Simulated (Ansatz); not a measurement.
CaCd₂:
```yaml
crystal:
  lattice:
    - [-2.46402, 3.79340, 4.18891]
    - [2.46402, -3.79340, 4.18891]
    - [2.46402, 3.79340, -4.18891]
  atoms:
    - { symbol: Ca, position: [0.79177, 0.54177, 0.25000] }
    - { symbol: Ca, position: [0.20823, 0.45823, 0.75000] }
    - { symbol: Cd, position: [0.61590, 0.16467, 0.45123] }
    - { symbol: Cd, position: [0.38410, 0.83533, 0.54877] }
    - { symbol: Cd, position: [0.21345, 0.16467, 0.04877] }
    - { symbol: Cd, position: [0.78655, 0.83533, 0.95123] }
```

Relaxed with r²SCAN. Special points in fractions of this cell's reciprocal vectors: Γ (0.000, 0.000, 0.000); X (0.500, 0.500, -0.500); F2 (0.337, 0.663, -0.337); Σ0 (-0.337, 0.337, 0.337); Y0 (0.455, -0.455, 0.455); U0 (0.545, 0.455, -0.455); R (0.000, 0.500, 0.000); W (0.250, 0.250, 0.250); S (0.500, 0.000, 0.000); T (0.000, 0.000, 0.500).

List the band energies nearest the Fermi level at these points for r²SCAN in the plane-wave PAW code Ansatz.

In eV from the Fermi level; about four levels below and three above (degenerate sets whole), none deeper than 8.9 eV; points with the same levels are listed once.

```
k                     below                above
--  -----------------------  -------------------
Γ   -3.47 -2.27 -1.00 -0.52       0.01 0.21 0.61
X   -4.86 -4.53 -2.77 -0.51       0.64 2.18 2.27
F2  -4.35 -2.68 -1.92 -0.56       0.50 1.15 2.54
Y0  -4.87 -4.50 -2.63 -0.50       0.66 2.19 2.27
R   -3.58 -2.26 -1.06 -0.75       0.09 0.25 0.89
W   -3.60 -3.60 -0.15 -0.15  0.70 0.70 1.41 1.41
S   -1.48 -1.40 -0.25 -0.14       0.83 0.89 1.57
T   -2.92 -2.92 -1.31 -1.31  0.80 0.80 1.74 1.74
```

Space group Imma. The first step of the workflow began from a Materials Project structure, measured or hypothetical; the Crystallography Open Database copy checked does not list it. Its standing as an ambient phase is unchecked. The cell was relaxed with r²SCAN under the symmetry of its start; whether a distortion lowers the energy is not shown. Scalar-relativistic: spin–orbit coupling is off unless named, which matters more the heavier the elements.

Potentials: the later of the program's two PAW sets.
